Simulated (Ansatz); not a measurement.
**Si3N4: a run for the field gradients**

```yaml
crystal:
  lattice:
    - [7.6093, 0.0, 0.0]
    - [-3.80465, 6.589847105, 0.0]
    - [0.0, 0.0, 2.9079]
  atoms:
    - { symbol: Si, position: [0.1742, 0.7678, 0.25] }
    - { symbol: Si, position: [0.4064, 0.1742, 0.75] }
    - { symbol: Si, position: [0.2322, 0.4064, 0.25] }
    - { symbol: Si, position: [0.8258, 0.2322, 0.75] }
    - { symbol: Si, position: [0.5936, 0.8258, 0.25] }
    - { symbol: Si, position: [0.7678, 0.5936, 0.75] }
    - { symbol: "N", position: [0.3333333333, 0.6666666667, 0.25] }
    - { symbol: "N", position: [0.6666666667, 0.3333333333, 0.75] }
    - { symbol: "N", position: [0.329, 0.039, 0.25] }
    - { symbol: "N", position: [0.29, 0.329, 0.75] }
    - { symbol: "N", position: [0.961, 0.29, 0.25] }
    - { symbol: "N", position: [0.671, 0.961, 0.75] }
    - { symbol: "N", position: [0.71, 0.671, 0.25] }
    - { symbol: "N", position: [0.039, 0.71, 0.75] }
kpoints:
  mp_grid: { grid: [4, 4, 10] }
scf:
  max_iter: 80
hamiltonian:
  xc: pbe
  pseudopotentials: { kind: paw, frozen_core: stored }
output:
  forces: true
  stress: true
  populations: true
  efg: { quadrupole_moments_barn: { "N": 0.02044 } }
```

```sh
ansatz run input.yaml --threads 1 --pin off --max-ram 3072MiB --backend cpu --events-out ev --progress --plain --runs-dir out
```

(1) What happens when this input is run?

## Answers

(1) The input was rejected before any iteration. The input holds no occupation method. The program says:

```
Error: YAML parse error: `scf.occupations.method` is required: fixed only where the cell keeps a band gap throughout the run, explicit beside scf.occupations.values (under evaluate: without them), else a smearing such as fermi_dirac (scf.occupations.width is optional; its entry in the input reference gives the default)
```

Against a sound input the change was `scf.occupations`: {method: fermi_dirac, width: 0.02} → not typed; `scf.max_iter`: not typed → 80.

With the sound settings the run converges and gives V_zz (10²¹ V/m²) Si 2.63 (η 0.56), N7 -5.53 (η 0.00), N9 -5.01 (η 0.05); a site carries the number of its first atom in the input. At this cell the PBE pressure is 6 GPa (principal stresses up to 12 GPa in size), so with PBE the cell would grow if it were relaxed. The entry's cell may itself be off. The largest force is 1.8 eV/Å, so the atoms aren't at the calculated equilibrium and relaxing them would move these values.
